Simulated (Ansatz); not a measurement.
SiB₂Os₂:
```cif
data_B4Os4Si2
_chemical_formula_sum 'Si2 Os4 B4'
_space_group_name_H-M_alt 'Cmmm'
_space_group_IT_number 65
_space_group_name_Hall '-C 2 2'
_cell_length_a 2.88764
_cell_length_b 12.99686
_cell_length_c 2.78683
_cell_angle_alpha 90.000
_cell_angle_beta 90.000
_cell_angle_gamma 90.000
loop_
_space_group_symop_operation_xyz
  'x, y, z'
  '-x, -y, -z'
  '-x, -y, z'
  'x, y, -z'
  'x, -y, -z'
  '-x, y, z'
  '-x, y, -z'
  'x, -y, z'
  'x+1/2, y+1/2, z'
  '-x+1/2, -y+1/2, -z'
  '-x+1/2, -y+1/2, z'
  'x+1/2, y+1/2, -z'
  'x+1/2, -y+1/2, -z'
  '-x+1/2, y+1/2, z'
  '-x+1/2, y+1/2, -z'
  'x+1/2, -y+1/2, z'
loop_
_atom_site_label
_atom_site_type_symbol
_atom_site_symmetry_multiplicity
_atom_site_Wyckoff_symbol
_atom_site_fract_x
_atom_site_fract_y
_atom_site_fract_z
_atom_site_occupancy
Si1 Si 2 a 0.00000 0.00000 0.00000 1
Os1 Os 4 j 0.50000 0.13281 0.50000 1
B1 B 4 i 0.00000 0.21190 0.00000 1
```
(The calculation used a cell of 5 atoms; values per cell refer to that cell.)

Relaxed at zero pressure with PBEsol (plane waves, PAW; program Ansatz).

Question: The volume is raised by 3 % and shape and atoms relax at that volume. What pressure results, and how do the axes share the change?

Answer: -7.9 GPa; a 0.9 %, b 1.4 %, c 0.7 %; the energy rises by 8 meV/atom.

Question: Give the new structure.

Answer: 
Space group Cmmm (No. 65); a = 2.913 Å, b = 13.177 Å, c = 2.806 Å, α = β = γ = 90.00°

| atom | site | symmetry | x | y | z |
|---|---|---|---|---|---|
| Si | 2a | mmm | 0.0000 | 0.0000 | 0.0000 |
| Os | 4j | m2m | 0.5000 | 0.1344 | 0.5000 |
| B | 4i | m2m | 0.0000 | 0.2120 | 0.0000 |

The phase is kept; no other phase was compared at this pressure.

The start of the workflow was typed in or built on a structure type; neither database checked (COD, Materials Project) lists it. Whether it is the stable phase at ambient conditions was not checked. Symmetry was held in the PBEsol relaxation; whether a distortion lowers the energy is not shown. The run is not spin-polarised. Spin–orbit coupling is left out wherever it is not named.

Potentials: the later of the program's two PAW sets.
